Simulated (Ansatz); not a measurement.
Data:

MgTe:
```cif
data_MgTe
_chemical_formula_sum 'Mg1 Te1'
_space_group_name_H-M_alt 'P 1'
_space_group_IT_number 1
_cell_length_a 3.66799
_cell_length_b 3.66799
_cell_length_c 3.66799
_cell_angle_alpha 90.000
_cell_angle_beta 90.000
_cell_angle_gamma 90.000
loop_
_space_group_symop_operation_xyz
  'x, y, z'
loop_
_atom_site_label
_atom_site_type_symbol
_atom_site_fract_x
_atom_site_fract_y
_atom_site_fract_z
_atom_site_occupancy
Mg1 Mg 0.00000 0.00000 0.00000 1
Te1 Te 0.50000 0.50000 0.50000 1
```

This is the PBEsol-relaxed structure.

### Question
All from DFT-PBEsol in the program Ansatz with PAW potentials, unless another level is named. Predict the electronic character.

### Answer
metallic (no gap).

### Question
Predict the formation energy from the elements (no fitted shifts).

### Answer
-37 kJ/mol of atoms.

### Question
Next, the density of states at the Fermi level?

### Answer
0.56 states/eV per atom (mean over ±0.08 eV).

Space group Pm-3m (CsCl type). A made-up cell: these elements were put on the sites of a structure type; neither database checked (COD, Materials Project) lists it. COD files the formula under space group No. 186, so this cell is another polymorph or a model. Whether it is the stable phase at ambient conditions was not checked. Symmetry was held in the PBEsol relaxation. At this level the phase is dynamically unstable (imaginary phonons). The references are the lowest solids computed at this level, not always the standard phases. Scalar-relativistic: spin–orbit coupling is off unless named, which matters more the heavier the elements.

Potentials: the later of the program's two PAW sets.
